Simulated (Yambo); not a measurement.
Material: SrClF (space group P4/nmm, No. 129); a = 4.130 Å, b = 4.130 Å, c = 6.977 Å, α = 90.00°, β = 90.00°, γ = 90.00° (6 atoms in the cell). The geometry is that of Materials Project entry mp-22957, symmetrised and not relaxed again.

With PBEsol (Quantum ESPRESSO, PseudoDojo norm-conserving, 84 Ry, without SOC), the gap between the mesh's edge points (Γ → Γ) is 5.780 eV.

Task: What does a G0W0 run in Yambo give for it (4×4×2 Γ-centred k mesh, 131 bands and a 6 Ry block in the screening, 131 bands in G with the Bruneval-Gonze terminator, plasmon pole fitted at 27.2 eV)?

Result: The correction is 2.978 eV, giving 8.758 eV, 1.5 times the PBEsol value.  Nearest settings tried, and what they do to the gap: 104 bands in W, 104 bands in G: +36 meV; 5 Ry block (153 vectors against 191): -42 meV; 2×2×1 mesh: -97 meV. So the settings aren't converged at that level.
